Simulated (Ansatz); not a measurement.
ZrIr$_{2}$ (cubic Laves (MgCu2 type), Fd-3m) at seven volumes, r²SCAN (plane waves, PAW; program Ansatz), scaled uniformly. One row is withheld.

```json
[
 {"V (Å³/atom)": "15.270", "P (GPa)": "30.95"},
 {"V (Å³/atom)": "15.774", "P (GPa)": "18.87"},
 {"V (Å³/atom)": "16.277", "P (GPa)": "?"},
 {"V (Å³/atom)": "16.781", "P (GPa)": "0.00"},
 {"V (Å³/atom)": "17.284", "P (GPa)": "-7.31"},
 {"V (Å³/atom)": "17.787", "P (GPa)": "-13.48"},
 {"V (Å³/atom)": "18.291", "P (GPa)": "-18.68"}
]
```

Problem. Fit the shown pressures and predict the withheld one.

Solution. Third-order Birch–Murnaghan: P = (3/2)B₀(x^(7/2) − x^(5/2))[1 + (3/4)(B′ − 4)(x − 1)] with x = (V₀/V)^(2/3). Least squares on the six rows gives V₀ = 16.781 Å³/atom, B₀ = 264.2 GPa, B′ = 4.58. At V = 16.277, x = 1.0205 and P = 8.64 GPa. The run itself gave 8.65 GPa.

The workflow started from an entry of the Crystallography Open Database (COD). Its standing as an ambient phase is unchecked. The cell was relaxed with r²SCAN under the symmetry of its start; whether a distortion lowers the energy is not shown. The run is not spin-polarised. Spin–orbit coupling is left out wherever it is not named.

Potentials: the later of the program's two PAW sets.
